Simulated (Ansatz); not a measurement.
Zr:
```
Zr
1.0
    5.03763     0.00000     0.00000
   -2.51882     4.36272     0.00000
    0.00000     0.00000     3.15848
Zr
3
Direct
  0.00000   0.00000   0.00000
  0.33333   0.66667   0.50000
  0.66667   0.33333   0.50000
```

Relaxed with r²SCAN.

Question: Map the electron localisation function on the plane through (0.000, 0.000, 0.000) spanned by u = [0, 0, 1] and v = [1, -1, 0] in lattice vectors, from the program Ansatz at the r²SCAN level (PAW).

Answer: x is the fraction of u, y of v (the angle between them is 90°; rows are the nearest grid lines); atoms in the plane: Zr at (0.00, 0.00), Zr at (0.50, 0.33), Zr at (0.50, 0.67).
```
| .#@%-.....-%@#. |
|%@@@*:.:-:.:*@@@%|
|@@@#-.:-+-:.-#@@@|
|.....-+###+-.....|
|::::---------::::|
|+=:...-=+=-...:=+|
|=-..:+#%@%#+:..-=|
|:..-%@@*=*@@%-..:|
|:..=%@%- -%@%=..:|
|=-..=%@@@@@%=..-=|
|+=:..=*%%%*=..:=+|
|%%*=:.......:=*%%|
|%%*=:.......:=*%%|
|+=:..=*%%%*=..:=+|
|=-..=%@@@@@%=..-=|
|:..=%@%- -%@%=..:|
|:..-%@@*=*@@%-..:|
|=-..:+#%@%#+:..-=|
|+=:...-=+=-...:=+|
|::::---------::::|
|.....-+###+-.....|
|@@@#-.:-+-:.-#@@@|
|%@@@*:.:-:.:*@@@%|
| .#@%-.....-%@#. |
```
Scale: ten equal steps from 0.030 (start of ' ') to 0.822 (end of '@'), in the order ' .:-=+*#%@'; x runs from 0.000 to 1.00, y from 0.000 (bottom) to 1.00 (top).

The density is the valence pseudo-density with augmentation charge, so density and ELF within about 1 Å of a nucleus are not all-electron values.

Space group P6/mmm. This is a known high-pressure phase of the composition, computed here at zero pressure and temperature. The r²SCAN relaxation kept the symmetry of its start; whether a distortion lowers the energy is not shown. No spin polarisation was allowed.

Potentials: the later of the program's two PAW sets.
